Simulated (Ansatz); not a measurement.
## Relaxing a structure of Rh

The start is a generated cell, Rh placed in the dhcp structure type. Cell shape, volume and atoms are optimised at zero target pressure with PBEsol (plane waves to 420 eV, PAW, scalar-relativistic; Ansatz, a program for electronic structure). The first steps use a coarse 14×14×4 k-mesh.

Initial structure:
```
CELL_PARAMETERS angstrom
      2.70043     0.00000     0.00000
     -1.35022     2.33864     0.00000
      0.00000     0.00000     8.68866
ATOMIC_POSITIONS crystal
  Rh 0.00000 0.00000 0.00000
  Rh 0.00000 0.00000 0.50000
  Rh 0.33333 0.66667 0.25000
  Rh 0.66667 0.33333 0.75000
```

| Item | Value |
|---|---|
| Initial pressure | -3.8 GPa (negative: the cell is under tension) |
| Outcome | The space group stays P6₃/mmc (No. 194) (the run could not lower it); the end is AFLOW prototype A_hP4_194_ac (A3', as in La), with 4 atoms in the primitive cell |
| Energy released | under 0.01 eV/atom |
| Volume change | -1.4 %, from 13.72 to 13.53 Å³/atom |
| Band gap at the end | no gap (metallic) |
| Optimiser moves | 5 |

Final values are on a 20×20×6 k-mesh of the relaxed cell. No spin polarisation in the result.

The run could not lose the symmetry of its start: the end is stationary, and may be a saddle point rather than a minimum.

All atoms sit on sites fixed by symmetry, so only the cell could relax.

The relaxed structure here is a generated cell of Rh: the first start was made by placing the elements on the sites of a structure type, and the end was not matched to a known phase here, so it may be hypothetical. Known forms of Rh include space group No. 225.
